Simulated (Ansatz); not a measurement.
Rh:
```yaml
crystal:
  lattice:
    - [0.00000, 1.89994, 1.89994]
    - [1.89994, 0.00000, 1.89994]
    - [1.89994, 1.89994, 0.00000]
  atoms:
    - { symbol: Rh, position: [0.00000, 0.00000, 0.00000] }
```

Relaxed with r²SCAN. Special points in fractions of this cell's reciprocal vectors: Γ (0.000, 0.000, 0.000); X (0.500, 0.000, 0.500); U (0.625, 0.250, 0.625); K (0.375, 0.375, 0.750); L (0.500, 0.500, 0.500); W (0.500, 0.250, 0.750).

Q: List the band energies nearest the Fermi level at these points for the program Ansatz at the r²SCAN level (PAW).

A: In eV from the Fermi level; about four levels below and three above (degenerate sets whole), none deeper than 8.9 eV; … stands for higher levels left out; points with the same levels are listed once.

```tsv
k	below	above
Γ	-8.17 -3.19 -3.19 -3.19	…
X	-6.56 -6.19	0.50 1.04 1.04
U	-5.73 -4.95 -2.12 -0.77	0.41 …
L	-6.35 -3.30 -3.30	0.58 0.58 …
W	-5.22 -3.94 -3.94 -1.29	1.04 …
```

Space group Fm-3m (fcc (Cu type)). The cell was relaxed with r²SCAN under the symmetry of its start. No spin polarisation was allowed. Spin–orbit coupling is left out wherever it is not named.

Potentials: the later of the program's two PAW sets.
